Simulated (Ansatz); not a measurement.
Computed with Ansatz (plane waves, PAW, 420 eV cutoff): PBE+U (U_eff = 6 eV on X's open shell), scalar-relativistic, collinear spin, Γ-centred 8×8×8 mesh, 0.05 eV Gaussian smearing. The datasets are Ansatz's generated set soft_2.

A crystal of composition XSn, relaxed at this level of theory, gives this pattern between 10° and 80°.

Cu Kα1 powder pattern (kinematic, no thermal factors).
```tsv
2θ (°)	relative intensity
23.24	2
33.10	100
47.51	18
59.12	37
69.45	11
79.12	16
```

**Question.** Which lattice and cell does the pattern come from?

**Answer.** Cubic, space group Pm-3m (No. 221), a = 3.825 Å, b = 3.825 Å, c = 3.825 Å, α = 90.00°, β = 90.00°, γ = 90.00°. The line positions fix the lattice at most, not the space group, and lines under 1 % of the strongest aren't listed; this is the group of the computed cell.

The calculation on XSn, where X is one element, gave:

* Band gap: zero (metallic)
* Density of states at the Fermi level: 1.4 states/(eV·atom)
* Magnetic state: ferromagnetic
* Site spin moments: X 7.30 μB
* Spin moment of the cell: 7.53 μB
* Bader charges: X 1.15; Sn -1.15 e
* f electrons (orthogonalised atomic orbitals): X 7.02
* Bulk modulus (Birch–Murnaghan): 57 GPa
* Pressure derivative B0′: 4.0

Sites: X on 1a, Sn on 1b.

**Question.** Which element is X?
A. Sm
B. Eu
C. Dy
D. Gd

**Answer.** D. X is Gd, so the compound is GdSn.

The structure was built from a prototype; whether the compound forms in it isn't claimed.

Spin–orbit coupling, which matters for such heavy elements, is left out. The run wasn't fully tested for a lower electronic state. Site moments are of spin, integrated over atomic spheres. The moments were started parallel, and the real magnetic order may be another.
